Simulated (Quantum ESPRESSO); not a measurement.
## Si2AsO5N (one run as intended and one with a planted mistake)

Computed values, not a measurement. The program is pw.x of Quantum ESPRESSO 7.5 (plane-wave density functional theory). The cell is made up: 9 atoms on a quartz lattice, with randomly drawn elements, strain and displacements, not relaxed. PseudoDojo standard norm-conserving files (v0.5 for PBE, v0.4.1 for LDA and PBEsol) set the functional; there is no spin polarisation, spin-orbit coupling or dispersion term, and the masses in the input are unused placeholders.

Intended input:

```
&control calculation='scf', pseudo_dir='./dojo.nc.sr.pbe.v0_5.standard.upf', outdir='./o', disk_io='low', tprnfor=.true., tstress=.true. /
&system ibrav=0, nat=9, ntyp=4, nbnd=35, ecutwfc=84.00895049, nosym=.true., tot_charge=0,
 occupations='smearing', smearing='fd', degauss=0.0018374661
/
&electrons conv_thr=7.350e-09, electron_maxstep=60, /
ATOMIC_SPECIES
As 1.0 As.upf
N 1.0 N.upf
O 1.0 O.upf
Si 1.0 Si.upf
CELL_PARAMETERS angstrom
5.0756 0.0 0.0
-2.5378 4.3956 0.0
0.0 0.0 5.571
ATOMIC_POSITIONS angstrom
Si 2.327 -0.0246 3.6659
As -1.3468 1.9812 1.855
Si 1.2806 2.211 -0.0146
O 1.414 1.0907 4.3514
O 3.3198 0.6588 2.5484
O 2.8608 2.565 0.8199
O 0.3528 1.73 1.1461
N -1.0481 3.1923 3.085
O 0.9008 3.6999 4.9835
K_POINTS automatic
5 5 4 1 1 1
```

The log is shortened where brackets say so; the opening notice, blank lines, dates and the lines on written files are dropped, and the path of the files is cut. It prints rydbergs, bohrs and kilobars, and counts compression as positive stress. Where no state is partly filled, the Fermi energy that it prints is only some level between the filled and the empty states on the mesh, and need not lie in the true gap.

Log of the intended run:

```
     Program PWSCF v.7.5
     Parallel version (MPI & OpenMP), running on       4 processor cores
     Number of MPI processes:                 4
     Threads/MPI process:                     1
     [start-up lines left out]
     bravais-lattice index     =            0
     lattice parameter (alat)  =       9.5915  a.u.
     unit-cell volume          =     838.7554 (a.u.)^3
     number of atoms/cell      =            9
     number of atomic types    =            4
     number of electrons       =        58.00
     number of Kohn-Sham states=           35
     kinetic-energy cutoff     =      84.0090  Ry
     charge density cutoff     =     336.0358  Ry
     scf convergence threshold =      7.3E-09
     mixing beta               =       0.7000
     number of iterations used =            8  plain     mixing
     Exchange-correlation= PBE
                           (   1   4   3   4   0   0   0)
     [axes and pseudopotential details left out]
   Cartesian axes
     site n.     atom                  positions (alat units)
         1        Si     tau(   1) = (   0.4584680  -0.0048467   0.7222594  )
         2        As     tau(   2) = (  -0.2653479   0.3903381   0.3654740  )
         3        Si     tau(   3) = (   0.2523051   0.4356135  -0.0028765  )
         4        O      tau(   4) = (   0.2785878   0.2148909   0.8573174  )
         5        O      tau(   5) = (   0.6540705   0.1297975   0.5020884  )
         6        O      tau(   6) = (   0.5636378   0.5053590   0.1615376  )
         7        O      tau(   7) = (   0.0695090   0.3408464   0.2258058  )
         8        N      tau(   8) = (  -0.2064978   0.6289503   0.6078099  )
         9        O      tau(   9) = (   0.1774766   0.7289582   0.9818544  )
     number of k points=    50  Fermi-Dirac smearing, width (Ry)=  0.0018
                       cart. coord. in units 2pi/alat
        k(    1) = (   0.1000000   0.1732050   0.1138844), wk =   0.0400000
        k(    2) = (   0.1000000   0.1732050   0.3416532), wk =   0.0400000
     [further k points left out]
     Dense  grid:    87235 G-vectors     FFT dimensions: (  60,  60,  64)
     Estimated max dynamical RAM per process >     192.23 MB
     Estimated total dynamical RAM >     705.04 MB
     Initial potential from superposition of free atoms
     starting charge      57.9985, renormalised to      58.0000
     Starting wfcs are   41 randomized atomic wfcs
     total cpu time spent up to now is        5.4 secs
     per-process dynamical memory:   145.4 Mb
     Self-consistent Calculation
     iteration #  1     ecut=    84.01 Ry     beta= 0.70
     Davidson diagonalization with overlap
     ethr =  1.00E-02,  avg # of iterations =  3.0
     total cpu time spent up to now is       17.3 secs
     total energy              =    -414.13591588 Ry
     estimated scf accuracy    <       2.75914048 Ry
     iteration #  2     ecut=    84.01 Ry     beta= 0.70
     Davidson diagonalization with overlap
     ethr =  4.76E-03,  avg # of iterations =  3.0
     total cpu time spent up to now is       28.5 secs
     total energy              =    -414.87572255 Ry
     estimated scf accuracy    <       2.16753909 Ry
     [iterations 3 to 9 left out]
     iteration # 10     ecut=    84.01 Ry     beta= 0.70
     Davidson diagonalization with overlap
     ethr =  1.97E-09,  avg # of iterations =  2.0
     total cpu time spent up to now is      108.1 secs
     total energy              =    -415.31547829 Ry
     estimated scf accuracy    <       0.00000008 Ry
     iteration # 11     ecut=    84.01 Ry     beta= 0.70
     Davidson diagonalization with overlap
     ethr =  1.45E-10,  avg # of iterations =  2.3
     total cpu time spent up to now is      117.3 secs
     End of self-consistent calculation
     [lines on levels left out]
     the Fermi energy is     5.5973 ev
!    total energy              =    -415.31547831 Ry
     estimated scf accuracy    <          7.3E-09 Ry
     smearing contrib. (-TS)   =       0.00000000 Ry
     internal energy E=F+TS    =    -415.31547831 Ry
     The total energy is F=E-TS. E is the sum of the following terms:
     one-electron contribution =    -284.06199160 Ry
     hartree contribution      =     169.46489133 Ry
     xc contribution           =    -102.68149455 Ry
     ewald contribution        =    -198.03688350 Ry
     convergence has been achieved in  11 iterations
     Forces acting on atoms (cartesian axes, Ry/au):
     atom    1 type  4   force =     0.09826388   -0.05502000    0.10695736
     atom    2 type  1   force =     0.48381091    0.15824366    0.34079384
     atom    3 type  4   force =     0.04824232    0.08440654   -0.08598836
     atom    4 type  3   force =     0.00570825    0.06586409    0.06172179
     atom    5 type  3   force =    -0.04672315   -0.23532820    0.08353072
     atom    6 type  3   force =    -0.38390809    0.15191130   -0.43683070
     atom    7 type  3   force =    -0.08030541   -0.04973832    0.06114951
     atom    8 type  2   force =    -0.08844173   -0.13967071   -0.08255735
     atom    9 type  3   force =    -0.03664697    0.01933164   -0.04877680
     Total force =     0.949279     Total SCF correction =     0.000225
     Computing stress (Cartesian axis) and pressure
          total   stress  (Ry/bohr**3)                   (kbar)     P=      117.76
   0.00048051   0.00011138   0.00028327           70.69       16.39       41.67
   0.00011138   0.00099693  -0.00078135           16.39      146.65     -114.94
   0.00028327  -0.00078135   0.00092412           41.67     -114.94      135.94
     init_run     :      5.16s CPU      5.35s WALL (       1 calls)
     electrons    :    111.26s CPU    111.90s WALL (       1 calls)
     forces       :      1.42s CPU      1.45s WALL (       1 calls)
     stress       :      4.87s CPU      4.87s WALL (       1 calls)
     [timing details left out]
     PWSCF        :   2m 2.88s CPU   2m 3.79s WALL
     JOB DONE.
```

A second run has one planted mistake: the self-consistency threshold is too loose. The input lines that differ, file-writing options aside:

```
- &electrons conv_thr=7.350e-09, electron_maxstep=60, /
+ &electrons conv_thr=3.675e-02, electron_maxstep=60, /
```

Its log:

```
     Program PWSCF v.7.5
     Parallel version (MPI & OpenMP), running on       4 processor cores
     Number of MPI processes:                 4
     Threads/MPI process:                     1
     [start-up lines left out]
     bravais-lattice index     =            0
     lattice parameter (alat)  =       9.5915  a.u.
     unit-cell volume          =     838.7554 (a.u.)^3
     number of atoms/cell      =            9
     number of atomic types    =            4
     number of electrons       =        58.00
     number of Kohn-Sham states=           35
     kinetic-energy cutoff     =      84.0090  Ry
     charge density cutoff     =     336.0358  Ry
     scf convergence threshold =      3.7E-02
     mixing beta               =       0.7000
     number of iterations used =            8  plain     mixing
     Exchange-correlation= PBE
                           (   1   4   3   4   0   0   0)
     [axes and pseudopotential details left out]
   Cartesian axes
     site n.     atom                  positions (alat units)
         1        Si     tau(   1) = (   0.4584680  -0.0048467   0.7222594  )
         2        As     tau(   2) = (  -0.2653479   0.3903381   0.3654740  )
         3        Si     tau(   3) = (   0.2523051   0.4356135  -0.0028765  )
         4        O      tau(   4) = (   0.2785878   0.2148909   0.8573174  )
         5        O      tau(   5) = (   0.6540705   0.1297975   0.5020884  )
         6        O      tau(   6) = (   0.5636378   0.5053590   0.1615376  )
         7        O      tau(   7) = (   0.0695090   0.3408464   0.2258058  )
         8        N      tau(   8) = (  -0.2064978   0.6289503   0.6078099  )
         9        O      tau(   9) = (   0.1774766   0.7289582   0.9818544  )
     number of k points=    50  Fermi-Dirac smearing, width (Ry)=  0.0018
                       cart. coord. in units 2pi/alat
        k(    1) = (   0.1000000   0.1732050   0.1138844), wk =   0.0400000
        k(    2) = (   0.1000000   0.1732050   0.3416532), wk =   0.0400000
     [further k points left out]
     Dense  grid:    87235 G-vectors     FFT dimensions: (  60,  60,  64)
     Estimated max dynamical RAM per process >     192.23 MB
     Estimated total dynamical RAM >     705.04 MB
     Initial potential from superposition of free atoms
     starting charge      57.9985, renormalised to      58.0000
     Starting wfcs are   41 randomized atomic wfcs
     total cpu time spent up to now is        5.7 secs
     per-process dynamical memory:   147.9 Mb
     Self-consistent Calculation
     iteration #  1     ecut=    84.01 Ry     beta= 0.70
     Davidson diagonalization with overlap
     ethr =  1.00E-02,  avg # of iterations =  3.0
     total cpu time spent up to now is       18.3 secs
     total energy              =    -414.13591588 Ry
     estimated scf accuracy    <       2.75914048 Ry
     iteration #  2     ecut=    84.01 Ry     beta= 0.70
     Davidson diagonalization with overlap
     ethr =  4.76E-03,  avg # of iterations =  3.0
     total cpu time spent up to now is       29.1 secs
     total energy              =    -414.87572255 Ry
     estimated scf accuracy    <       2.16753909 Ry
     iteration #  3     ecut=    84.01 Ry     beta= 0.70
     Davidson diagonalization with overlap
     ethr =  3.74E-03,  avg # of iterations =  2.0
     total cpu time spent up to now is       38.3 secs
     total energy              =    -415.28976830 Ry
     estimated scf accuracy    <       0.09847771 Ry
     iteration #  4     ecut=    84.01 Ry     beta= 0.70
     Davidson diagonalization with overlap
     ethr =  1.70E-04,  avg # of iterations =  6.0
     total cpu time spent up to now is       49.8 secs
     End of self-consistent calculation
     [lines on levels left out]
     the Fermi energy is     5.7244 ev
!    total energy              =    -415.31403015 Ry
     estimated scf accuracy    <       0.00608872 Ry
     smearing contrib. (-TS)   =       0.00000000 Ry
     internal energy E=F+TS    =    -415.31403015 Ry
     The total energy is F=E-TS. E is the sum of the following terms:
     one-electron contribution =    -284.13814607 Ry
     hartree contribution      =     169.58938945 Ry
     xc contribution           =    -102.72839003 Ry
     ewald contribution        =    -198.03688350 Ry
     convergence has been achieved in   4 iterations
     Forces acting on atoms (cartesian axes, Ry/au):
     atom    1 type  4   force =     0.09676207   -0.05923517    0.10144280
     atom    2 type  1   force =     0.46874036    0.17807089    0.36449360
     atom    3 type  4   force =     0.04860306    0.07971444   -0.08625088
     atom    4 type  3   force =     0.00754465    0.06036343    0.05523670
     atom    5 type  3   force =    -0.04835345   -0.23611400    0.08117468
     atom    6 type  3   force =    -0.38051321    0.14692343   -0.43712907
     atom    7 type  3   force =    -0.07543257   -0.04815870    0.05384673
     atom    8 type  2   force =    -0.08062688   -0.13098282   -0.07636831
     atom    9 type  3   force =    -0.03672405    0.00941851   -0.05644624
     Total force =     0.947370     Total SCF correction =     0.109631
     SCF correction compared to forces is large: reduce conv_thr to get better values
     Computing stress (Cartesian axis) and pressure
          total   stress  (Ry/bohr**3)                   (kbar)     P=      131.86
   0.00061945   0.00007216   0.00024925           91.12       10.62       36.67
   0.00007216   0.00104810  -0.00080306           10.62      154.18     -118.13
   0.00024925  -0.00080306   0.00102155           36.67     -118.13      150.28
     init_run     :      5.01s CPU      5.19s WALL (       1 calls)
     electrons    :     43.73s CPU     44.21s WALL (       1 calls)
     forces       :      1.44s CPU      1.47s WALL (       1 calls)
     stress       :      5.21s CPU      5.22s WALL (       1 calls)
     [timing details left out]
     PWSCF        :     55.94s CPU     56.73s WALL
     JOB DONE.
```

|  | intended run | run with the mistake |
| --- | --- | --- |
| free energy (eV) | -5650.655 | -5650.635 |
| smearing term -TS (eV) | 0.0000 | 0.0000 |
| pressure (GPa) | 11.78 | 13.19 |
| largest force component (eV/Å) | 12.439 | 12.052 |
| largest change of a force component (eV/Å) |  | 0.609 |
| iterations | 11 | 4 |

For scale, a rerun of the intended cell at a cutoff of 1437 eV and k mesh 7 x 7 x 6 moved values by no more than 0.004 eV in energy, 0.02 GPa in stress and 0.002 eV/Å in force.